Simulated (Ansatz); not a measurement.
The relaxed structure here is a generated cell of MnSi: the first start was made by placing the elements on the sites of a structure type, and the end was not matched to a known phase here, so it may be hypothetical. Known forms of MnSi include space group No. 198.

One stationary structure of MnSi. Space group P1 (No. 1). The numbers are results of PBE (plane waves to 420 eV, PAW, scalar-relativistic; Ansatz, a quantum-chemistry and plane-wave program), not measurements.

```cif
data_Mn4Si4
_chemical_formula_sum 'Mn4 Si4'
_space_group_name_H-M_alt 'P1'
_space_group_IT_number 1
_space_group_name_Hall 'P 1'
_cell_length_a 4.23100
_cell_length_b 4.68668
_cell_length_c 4.90483
_cell_angle_alpha 96.334
_cell_angle_beta 102.674
_cell_angle_gamma 91.908
loop_
_atom_site_label
_atom_site_type_symbol
_atom_site_symmetry_multiplicity
_atom_site_Wyckoff_symbol
_atom_site_fract_x
_atom_site_fract_y
_atom_site_fract_z
_atom_site_occupancy
Mn1 Mn 1 a 0.23519 0.19431 0.87727 1
Mn2 Mn 1 a 0.82549 0.35308 0.32219 1
Si1 Si 1 a 0.29822 0.58970 0.23250 1
Mn3 Mn 1 a 0.67851 0.85965 0.60487 1
Mn4 Mn 1 a 0.76249 0.85274 0.09798 1
Si2 Si 1 a 0.19718 0.67655 0.71131 1
Si3 Si 1 a 0.71623 0.37341 0.79417 1
Si4 Si 1 a 0.28669 0.10056 0.35971 1
```

```json
{
  "volume_per_atom": "11.77 Å³",
  "density": "5.86 g/cm³",
  "band_gap": "no gap (metallic)",
  "magnetic_moment": "net 0.31 μB/atom, ferromagnetic",
  "shortest_distances": "Mn–Si 2.24 Å; Mn–Mn 2.37 Å; Si–Si 2.41 Å",
  "k-mesh": "8×7×7"
}
```

Spin state reached: ferromagnetic (net 0.31 μB/atom), from parallel starting moments; other spin orders were not run from this start.

It was reached from a disturbed copy of a P2₁3 (No. 198) cell (AFLOW prototype AB_cP8_198_a_a (B20, as in FeSi)), against which it lies +0.26 eV/atom.
